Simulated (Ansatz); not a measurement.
Re in space group P-6m2 (No. 187; Re on 2g, Re on 2h, Re on 1a, Re on 1f) at seven volumes, plane-wave PAW PBE (Ansatz code), shape and atoms relaxed at each. One row is withheld.

```tsv
V (Å³/atom)	P (GPa)
13.603	42.24
14.052	25.82
14.500	11.87
14.949	0.00
15.397	?
15.846	-18.62
16.294	-25.84
```

Task: Fit the shown pressures and predict the withheld one.

Result: P = (3/2)B₀(x^(7/2) − x^(5/2))[1 + (3/4)(B′ − 4)(x − 1)] with x = (V₀/V)^(2/3). Least squares on the six rows gives V₀ = 14.950 Å³/atom, B₀ = 363 GPa, B′ = 4.42. At V = 15.397, x = 0.9806 and P = -10.02 GPa. The run itself gave -10.08 GPa.

The start of the workflow was typed in or built on a structure type; neither database checked (COD, Materials Project) lists it. It is not the phase usual at ambient conditions (space group No. 194). The cell was relaxed with PBE under the symmetry of its start; whether a distortion lowers the energy is not shown. No spin polarisation was allowed. Spin–orbit coupling is left out wherever it is not named.

Potentials: the earlier of the program's two PAW sets.
